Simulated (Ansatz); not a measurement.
Ta:
```xyz
1
Lattice="-1.6264 1.6264 1.6264 1.6264 -1.6264 1.6264 1.6264 1.6264 -1.6264" Properties=species:S:1:pos:R:3 pbc="T T T"
Ta     0.0000     0.0000     0.0000
```

Relaxed with LDA. Special points in fractions of this cell's reciprocal vectors: Γ (0.000, 0.000, 0.000); H (0.500, -0.500, 0.500); N (0.000, 0.000, 0.500); P (0.250, 0.250, 0.250).

List the band energies nearest the Fermi level at these points for LDA (plane waves, PAW; program Ansatz).

In eV from the Fermi level; about four levels below and three above (degenerate sets whole), none deeper than 8.9 eV; … stands for higher levels left out; points with the same levels are listed once.

```json
[
 {"k": "Γ", "below": "-8.04", "above": "0.68 0.68 0.68"},
 {"k": "H", "below": "-4.08 -4.08", "above": "…"},
 {"k": "N", "below": "-4.58 -1.71", "above": "1.93 4.01 …"},
 {"k": "P", "below": "-1.23 -1.23 -1.23", "above": "…"}
]
```

Space group Im-3m (bcc (W type)). The cell was relaxed with LDA under the symmetry of its start. No spin polarisation was allowed. Scalar-relativistic: spin–orbit coupling is off unless named, which matters more the heavier the elements.

Potentials: the earlier of the program's two PAW sets. The files were generated under PBE; for other functionals the program regenerates the frozen cores, and for LDA and PBEsol the local potential too.
